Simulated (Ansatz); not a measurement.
B$_{2}$Ir in space group P6_3/mmc (No. 194; Ir on 2c, B on 4f), PBEsol in the plane-wave PAW code Ansatz, all energies at zero smearing, with the estimated change up to a 700 eV cutoff added, with one set of potentials and settings (totals compare only within such a set). Cell of 6 atoms (2 Ir, 4 B): -24212.071 eV.

```json
[
 {"element": "Ir", "reference phase": "Fm-3m, 1 atoms in the cell", "E (eV/atom)": "-11800.4472"},
 {"element": "B", "reference phase": "R-3m, 12 atoms in the cell", "E (eV/atom)": "-152.6704"}
]
```

Formation energy per atom, worked out: (-24212.071 − 2×(-11800.4472) − 4×(-152.6704))/6 = -0.082 eV/atom (-8 kJ per mol of atoms), at 0 K, without zero-point energy or fitted corrections.

The start of the workflow was typed in or built on a structure type; neither database checked (COD, Materials Project) lists it. Its standing as an ambient phase is unchecked. The PBEsol relaxation kept the symmetry of its start; whether a distortion lowers the energy is not shown. The run is not spin-polarised. The references are the lowest solids computed at this level, not always the standard phases. Spin–orbit coupling is left out wherever it is not named.

Potentials: the earlier of the program's two PAW sets. The files were generated under PBE; for other functionals the program regenerates the frozen cores, and for LDA and PBEsol the local potential too.
